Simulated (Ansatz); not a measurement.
An Ansatz (a quantum-chemistry and plane-wave program) run. Input:

Ansatz 0.2 input:
```yaml
crystal:
  lattice:
    - [5.4749744943, 0.0, 0.0]
    - [0.0, 5.4840689537, 0.0]
    - [-2.3080471852, 0.0, 5.0520197834]
  atoms:
    - { symbol: Co, position: [0.2722444388, 0.4989744296, 0.7898967043] }
    - { symbol: Co, position: [0.7277555612, 0.5010255704, 0.2101032957] }
    - { symbol: Co, position: [0.7277555612, 0.9989744296, 0.7101032957] }
    - { symbol: Co, position: [0.2722444388, 0.0010255704, 0.2898967043] }
    - { symbol: P, position: [0.1571184881, 0.8716215841, 0.8706051083] }
    - { symbol: P, position: [0.8428815119, 0.1283784159, 0.1293948917] }
    - { symbol: P, position: [0.8428815119, 0.3716215841, 0.6293948917] }
    - { symbol: P, position: [0.1571184881, 0.6283784159, 0.3706051083] }
    - { symbol: P, position: [0.3395615133, 0.3702522331, 0.1832767539] }
    - { symbol: P, position: [0.6604384867, 0.6297477669, 0.8167232461] }
    - { symbol: P, position: [0.6604384867, 0.8702522331, 0.3167232461] }
    - { symbol: P, position: [0.3395615133, 0.1297477669, 0.6832767539] }
kpoints:
  mp_grid: { grid: [6, 5, 6] }
hamiltonian:
  xc: pbesol
  pseudopotentials: { kind: paw }
scf:
  occupations: { method: fixed }
elastic: { mode: relaxed_ion, stencil: two_point, amplitude: 0.005, f_tol: 0.0005 }
```

Output (shortened):

```
Pseudopotential: Co, paw, valence charge 17
Pseudopotential: P, paw, valence charge 5
Functional definition: PBEsol
Crystal: 12 atoms, lattice volume = 151.688 Å³
Basis set: ecut = 420 eV, 2935 PW (Γ), exchange–correlation on 80×80×80 points (8 copies of the dense FFT grid, shifted against one another)
Bands: 66, of which v1, the nominal top of the filled ones, is band 54 counted from 1 (53 counted from 0)
Symmetry: 4 space group operations
Space group: P21/c (ITA 14), of the structure as read, at distance tolerance 5.3e-5 Å
k-points: 60 of 180
SCF 1 converged in 14 iterations: F = -26300.379256 eV  dr2 = 4.04e-14
Crystal: 12 atoms, lattice volume = 150.929 Å³
Basis set: ecut = 420 eV, 2919 PW (Γ), exchange–correlation on 80×80×80 points (8 copies of the dense FFT grid, shifted against one another)
SCF 2 converged in 15 iterations: F = -26300.374036 eV  dr2 = 3.20e-14
relax step   1: F+E_penalty+E_count = -26300.37403629 eV  Δ(F+E_penalty+E_count) = +0.000e0 eV  max|allowed force component| = 3.380e-2 eV/Å  Δτ_max = 0.0000 Å  (15 SCF iters, accepted)
Crystal: 12 atoms, lattice volume = 150.929 Å³
SCF 3 converged in 11 iterations: F = -26300.374676 eV  dr2 = 1.42e-14
relax step   2: F+E_penalty+E_count = -26300.37467637 eV  Δ(F+E_penalty+E_count) = -6.401e-4 eV  max|allowed force component| = 1.907e-2 eV/Å  Δτ_max = 0.0030 Å  (11 SCF iters, accepted)
Crystal: 12 atoms, lattice volume = 150.929 Å³
SCF 4 converged in 11 iterations: F = -26300.374934 eV  dr2 = 1.08e-14
relax step   3: F+E_penalty+E_count = -26300.37493431 eV  Δ(F+E_penalty+E_count) = -2.579e-4 eV  max|allowed force component| = 4.656e-3 eV/Å  Δτ_max = 0.0040 Å  (11 SCF iters, accepted)
Crystal: 12 atoms, lattice volume = 150.929 Å³
SCF 5 converged in 9 iterations: F = -26300.374938 eV  dr2 = 8.81e-14
relax step   4: F+E_penalty+E_count = -26300.37493766 eV  Δ(F+E_penalty+E_count) = -3.350e-6 eV  max|allowed force component| = 3.928e-3 eV/Å  Δτ_max = 0.0009 Å  (9 SCF iters, accepted)
Crystal: 12 atoms, lattice volume = 150.929 Å³
SCF 6 converged in 10 iterations: F = -26300.374943 eV  dr2 = 3.48e-14
relax step   5: F+E_penalty+E_count = -26300.37494314 eV  Δ(F+E_penalty+E_count) = -5.475e-6 eV  max|allowed force component| = 4.438e-4 eV/Å  Δτ_max = 0.0004 Å  (10 SCF iters, accepted)
Crystal: 12 atoms, lattice volume = 150.929 Å³
SCF 7 converged in 10 iterations: F = -26300.374943 eV  dr2 = 5.37e-17
Crystal: 12 atoms, lattice volume = 152.446 Å³
Basis set: ecut = 420 eV, 2943 PW (Γ), exchange–correlation on 80×80×80 points (8 copies of the dense FFT grid, shifted against one another)
SCF 8 converged in 14 iterations: F = -26300.374083 eV  dr2 = 1.90e-15
relax step   1: F+E_penalty+E_count = -26300.37408272 eV  Δ(F+E_penalty+E_count) = +0.000e0 eV  max|allowed force component| = 2.990e-2 eV/Å  Δτ_max = 0.0000 Å  (14 SCF iters, accepted)
Crystal: 12 atoms, lattice volume = 152.446 Å³
SCF 9 converged in 12 iterations: F = -26300.374874 eV  dr2 = 5.38e-15
relax step   2: F+E_penalty+E_count = -26300.37487394 eV  Δ(F+E_penalty+E_count) = -7.912e-4 eV  max|allowed force component| = 2.316e-3 eV/Å  Δτ_max = 0.0061 Å  (12 SCF iters, accepted)
Crystal: 12 atoms, lattice volume = 152.446 Å³
SCF 10 converged in 9 iterations: F = -26300.374876 eV  dr2 = 8.64e-14
relax step   3: F+E_penalty+E_count = -26300.37487576 eV  Δ(F+E_penalty+E_count) = -1.819e-6 eV  max|allowed force component| = 6.734e-5 eV/Å  Δτ_max = 0.0002 Å  (9 SCF iters, accepted)
Crystal: 12 atoms, lattice volume = 152.446 Å³
SCF 11 converged in 9 iterations: F = -26300.374876 eV  dr2 = 5.72e-14
[...]
SCF 49 converged in 8 iterations: F = -26300.377951 eV  dr2 = 6.69e-14
Crystal: 12 atoms, lattice volume = 151.687 Å³
SCF 50 converged in 16 iterations: F = -26300.377120 eV  dr2 = 1.44e-14
relax step   1: F+E_penalty+E_count = -26300.37711976 eV  Δ(F+E_penalty+E_count) = +0.000e0 eV  max|allowed force component| = 3.327e-2 eV/Å  Δτ_max = 0.0000 Å  (16 SCF iters, accepted)
Crystal: 12 atoms, lattice volume = 151.687 Å³
SCF 51 converged in 13 iterations: F = -26300.377365 eV  dr2 = 4.42e-14
relax step   2: F+E_penalty+E_count = -26300.37736469 eV  Δ(F+E_penalty+E_count) = -2.449e-4 eV  max|allowed force component| = 1.531e-2 eV/Å  Δτ_max = 0.0011 Å  (13 SCF iters, accepted)
Crystal: 12 atoms, lattice volume = 151.687 Å³
SCF 52 converged in 12 iterations: F = -26300.377411 eV  dr2 = 5.46e-14
relax step   3: F+E_penalty+E_count = -26300.37741111 eV  Δ(F+E_penalty+E_count) = -4.642e-5 eV  max|allowed force component| = 2.017e-3 eV/Å  Δτ_max = 0.0010 Å  (12 SCF iters, accepted)
Crystal: 12 atoms, lattice volume = 151.687 Å³
SCF 53 converged in 12 iterations: F = -26300.377412 eV  dr2 = 1.10e-14
relax step   4: F+E_penalty+E_count = -26300.37741219 eV  Δ(F+E_penalty+E_count) = -1.078e-6 eV  max|allowed force component| = 4.087e-4 eV/Å  Δτ_max = 0.0001 Å  (12 SCF iters, accepted)
Crystal: 12 atoms, lattice volume = 151.687 Å³
SCF 54 converged in 10 iterations: F = -26300.377412 eV  dr2 = 3.03e-17
Crystal: 12 atoms, lattice volume = 151.687 Å³
SCF 55 converged in 15 iterations: F = -26300.377120 eV  dr2 = 8.56e-14
relax step   1: F+E_penalty+E_count = -26300.37711976 eV  Δ(F+E_penalty+E_count) = +0.000e0 eV  max|allowed force component| = 3.327e-2 eV/Å  Δτ_max = 0.0000 Å  (15 SCF iters, accepted)
Crystal: 12 atoms, lattice volume = 151.687 Å³
SCF 56 converged in 14 iterations: F = -26300.377412 eV  dr2 = 8.69e-16
relax step   2: F+E_penalty+E_count = -26300.37741169 eV  Δ(F+E_penalty+E_count) = -2.919e-4 eV  max|allowed force component| = 1.565e-3 eV/Å  Δτ_max = 0.0022 Å  (14 SCF iters, accepted)
Crystal: 12 atoms, lattice volume = 151.687 Å³
SCF 57 converged in 11 iterations: F = -26300.377412 eV  dr2 = 4.07e-15
relax step   3: F+E_penalty+E_count = -26300.37741222 eV  Δ(F+E_penalty+E_count) = -5.307e-7 eV  max|allowed force component| = 2.743e-4 eV/Å  Δτ_max = 0.0002 Å  (11 SCF iters, accepted)
Crystal: 12 atoms, lattice volume = 151.687 Å³
SCF 58 converged in 10 iterations: F = -26300.377412 eV  dr2 = 2.36e-16
SCF converged after 14 iterations
Free energy (F): -26300.379256 eV
Harris-Foulkes:  -26300.379256 eV  (|F-HF|=7.28e-12)
Internal energy: -26300.379256 eV  (E = F + TS)
E sigma→0 (E₀):  -26300.379256 eV
Fermi energy:    13.339976 eV
--- Per-component energies (eV) ---
  E_band       = -1076.831233
  E_kinetic    = 2418.983527
  E_local      = -16316.339286  (includes V_loc(G=0)·N_el)
  E_nonlocal   = 2075.315049
  E_hartree    = 7038.155145
  E_xc         = -1138.395226
  E_vxc        = -1329.556157  (∫ρ·V_xc dr)
  E_paw        = -10357.416096  (= ΣΔE_a)
  E_vpaw       = -2001.544988  (= ΣTr[D̂ρ^β])
  E_aug_tail   = 0.000300  (compensation charges beyond the density's cutoff)
  E_ewald      = -10021.805114
  E_core_change = 1.122446  (= ΣΔE_core)
  E_smearing   =  0.000000  (= −TS)
  E_closure    =  0.000000  (closes the sum)
  Σ components = -26300.379256   (vs F -26300.379256, Δ=0.00e0)
--- Forces (eV/Å), atoms counted from 1 ---
  atom   1  Co    -0.00017135    -0.00030780     0.00035890
  atom   2  Co     0.00017135     0.00030780    -0.00035890
  atom   3  Co     0.00017135    -0.00030780    -0.00035890
  atom   4  Co    -0.00017135     0.00030780     0.00035890
  atom   5  P     -0.00023672     0.00042680     0.00017896
  atom   6  P      0.00023672    -0.00042680    -0.00017896
  atom   7  P      0.00023672     0.00042680    -0.00017896
  atom   8  P     -0.00023672    -0.00042680     0.00017896
  atom   9  P     -0.00026773     0.00044964     0.00019458
  atom  10  P      0.00026773    -0.00044964    -0.00019458
  atom  11  P      0.00026773     0.00044964    -0.00019458
  atom  12  P     -0.00026773    -0.00044964     0.00019458
  max |Σ_I F_I| component: 0.0 eV/Å
--- Stress (GPa, compression-positive) ---
       -0.008526       0.000000      -0.003525
        0.000000      -0.009733       0.000000
       -0.003525       0.000000       0.009783
  P = ⅓ Tr σ = -0.0028 GPa (-0.028 kbar)
--- Band table (eV; the first three rows and the last of 60) ---
  k-point 0: bands = ["-81.5280", "-81.5280", "-81.5230", "-81.5230", "-45.0471", "-45.0467", "-45.0406", "-45.0406", "-45.0020", "-45.0020", "-44.9447", "-44.9446", "-44.8674", "-44.8667", "-44.8633", "-44.8633", "-1.6948", "1.5183", "1.8744", "1.9428", …
  k-point 1: bands = ["-81.5280", "-81.5280", "-81.5230", "-81.5230", "-45.0471", "-45.0467", "-45.0407", "-45.0406", "-45.0013", "-45.0013", "-44.9455", "-44.9454", "-44.8674", "-44.8667", "-44.8633", "-44.8633", "-1.5502", "1.2794", "1.7106", "1.9182", …
  k-point 2: bands = ["-81.5280", "-81.5280", "-81.5230", "-81.5230", "-45.0469", "-45.0467", "-45.0408", "-45.0407", "-44.9998", "-44.9998", "-44.9469", "-44.9469", "-44.8672", "-44.8668", "-44.8634", "-44.8634", "-1.1242", "0.4219", "1.7877", "1.8787", …
  k-point 59: bands = ["-81.5280", "-81.5280", "-81.5230", "-81.5230", "-45.0469", "-45.0469", "-45.0406", "-45.0406", "-45.0020", "-45.0020", "-44.9447", "-44.9447", "-44.8671", "-44.8671", "-44.8633", "-44.8633", "0.2858", "0.2858", "1.6466", "1.6466", …
--- Elastic constants: 6 strain directions × 2 members + reference (group order 4) ---
  dense FFT box of the reference and of every strained cell: 40×40×40
  strains applied: 11, 22, 33, 23, 13, 12; error gains …
  C = ∂σ_k/∂η_j (tension-positive GPa; Voigt order 11 22 33 23 13 12):
       367.211     68.143     99.423      0.000     30.888      0.000
        68.125    472.646     69.118      0.000    -15.210      0.000
        99.471     69.138    382.350      0.000    -61.679      0.000
         0.000      0.000      0.000    125.990      0.000    -38.112
        30.897    -15.227    -61.693      0.000    107.861      0.000
         0.000      0.000      0.000    -38.116      0.000    156.521
  reference stress σ⁰ (GPa):      0.009      0.010     -0.010      0.000      0.004      0.000
  moduli (Voigt/Reuss/Hill, GPa): K = 188.40/185.23/186.81   G = 143.77/124.40/134.09   E = 324.60   ν = 0.210
  mechanically stable: yes (min eigenvalue of sym C = 84.21 GPa)
  strain η (Voigt 11):  stress-route row diagonal C_11 = 367.21 GPa, energy-path curvature d²(F+E_count+ΔE)/dδ²/Ω₀ = 367.23 GPa
         δ    σ_11 (GPa)             F (eV)   n_scf  n_hpsi   n_pw
    -5.000e-3      -1.8409      -26300.3749431      10   68247   2972   relax 5 steps, max|allowed force component| 4.44e-4 eV/Å
     5.000e-3       1.8313      -26300.3748758       9   55846   2994   relax 3 steps, max|allowed force component| 6.73e-5 eV/Å
  strain η (Voigt 22):  stress-route row diagonal C_22 = 472.65 GPa, energy-path curvature d²(F+E_count+ΔE)/dδ²/Ω₀ = 472.65 GPa
         δ    σ_22 (GPa)             F (eV)   n_scf  n_hpsi   n_pw
    -5.000e-3      -2.3930      -26300.3736571       8   57580   2970   relax 5 steps, max|allowed force component| 2.77e-5 eV/Å
     5.000e-3       2.3335      -26300.3736720       8   57522   2998   relax 3 steps, max|allowed force component| 1.85e-4 eV/Å
  strain η (Voigt 33):  stress-route row diagonal C_33 = 382.35 GPa, energy-path curvature d²(F+E_count+ΔE)/dδ²/Ω₀ = 382.39 GPa
         δ    σ_33 (GPa)             F (eV)   n_scf  n_hpsi   n_pw
    -5.000e-3      -1.9489      -26300.3746186       8   56273   2964   relax 5 steps, max|allowed force component| 1.97e-4 eV/Å
     5.000e-3       1.8746      -26300.3748170       8   56462   2999   relax 3 steps, max|allowed force component| 1.25e-4 eV/Å
  strain η (Voigt 23):  stress-route row diagonal C_44 = 125.99 GPa, energy-path curvature d²(F+E_count+ΔE)/dδ²/Ω₀ = 125.99 GPa
         δ    σ_23 (GPa)             F (eV)   n_scf  n_hpsi   n_pw
    -5.000e-3      -0.6299      -26300.3777604       9   89114   2984   relax 5 steps, max|allowed force component| 2.70e-5 eV/Å
     5.000e-3       0.6300      -26300.3777603      10   98424   2984   relax 3 steps, max|allowed force component| 2.32e-4 eV/Å
  strain η (Voigt 13):  stress-route row diagonal C_55 = 107.86 GPa, energy-path curvature d²(F+E_count+ΔE)/dδ²/Ω₀ = 107.87 GPa
         δ    σ_13 (GPa)             F (eV)   n_scf  n_hpsi   n_pw
    -5.000e-3      -0.5355      -26300.3779861       8   54619   2979   relax 4 steps, max|allowed force component| 2.20e-4 eV/Å
     5.000e-3       0.5431      -26300.3779508       8   56225   2987   relax 2 steps, max|allowed force component| 4.58e-4 eV/Å
  strain η (Voigt 12):  stress-route row diagonal C_66 = 156.52 GPa, energy-path curvature d²(F+E_count+ΔE)/dδ²/Ω₀ = 156.50 GPa
         δ    σ_12 (GPa)             F (eV)   n_scf  n_hpsi   n_pw
    -5.000e-3      -0.7826      -26300.3774122      10   98160   2985   relax 4 steps, max|allowed force component| 4.09e-4 eV/Å
     5.000e-3       0.7826      -26300.3774122      10  104728   2985   relax 3 steps, max|allowed force component| 2.74e-4 eV/Å
```

Cost: roughly 40 core-minutes on shared cores.

Space group P2_1/c. The workflow started from a Materials Project entry (that database holds measured and hypothetical structures alike); the Crystallography Open Database copy checked does not list it. Whether it is the stable phase at ambient conditions was not checked. The PBEsol relaxation kept the symmetry of its start; whether a distortion lowers the energy is not shown. The run is not spin-polarised.

Potentials: the later of the program's two PAW sets.

Ansatz is a plane-wave DFT program.
